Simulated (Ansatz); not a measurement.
BeTe (rock salt, Fm-3m) at seven volumes, r²SCAN (plane waves, PAW; program Ansatz), scaled uniformly. One row is withheld.

| V (Å³/atom) | P (GPa) |
|---|---|
| 17.621 | 7.74 |
| 18.202 | 4.76 |
| 18.783 | 2.20 |
| 19.364 | 0.00 |
| 19.945 | ? |
| 20.526 | -3.52 |
| 21.107 | -4.91 |

Fit the shown pressures and predict the withheld one.

P = (3/2)B₀(x^(7/2) − x^(5/2))[1 + (3/4)(B′ − 4)(x − 1)] with x = (V₀/V)^(2/3). Least squares on the six rows gives V₀ = 19.364 Å³/atom, B₀ = 67.8 GPa, B′ = 4.03. At V = 19.945, x = 0.9805 and P = -1.89 GPa. The run itself gave -1.89 GPa.

The start of the workflow was typed in or built on a structure type; neither database checked (COD, Materials Project) lists it. COD files the formula under space group No. 216, so this cell is another polymorph or a model. Whether it is the stable phase at ambient conditions was not checked. Symmetry was held in the r²SCAN relaxation; its stability against distortions is not shown here. Scalar-relativistic: spin–orbit coupling is off unless named, which matters more the heavier the elements.

Potentials: the earlier of the program's two PAW sets.
